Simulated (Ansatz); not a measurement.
Given:

SiNi3:
Space group Pm-3m (No. 221); a = 3.461 Å, b = 3.461 Å, c = 3.461 Å, α = 90.00°, β = 90.00°, γ = 90.00°

```
atom  site  symmetry       x       y       z
----  ----  --------  ------  ------  ------
Si      1a      m-3m  0.0000  0.0000  0.0000
Ni      3c    4/mm.m  0.0000  0.5000  0.5000
```

This is the PBEsol-relaxed structure.

Question: All from the program Ansatz at the PBEsol level (PAW), unless another level is named. Predict the electronic character.

Answer: metallic (no gap).

Question: Give the formation energy from the elements (no fitted shifts).

Answer: -529 meV/atom.

Question: Give the density of states at the Fermi level.

Answer: 0.51 states/eV per atom (mean over ±0.08 eV).

The PBEsol relaxation kept the symmetry of its start; of distortions, only those at the zone centre were tested. The workflow began spin-polarised and lost its moments. The references are the lowest solids computed at this level, not always the standard phases.

Potentials: the later of the program's two PAW sets.
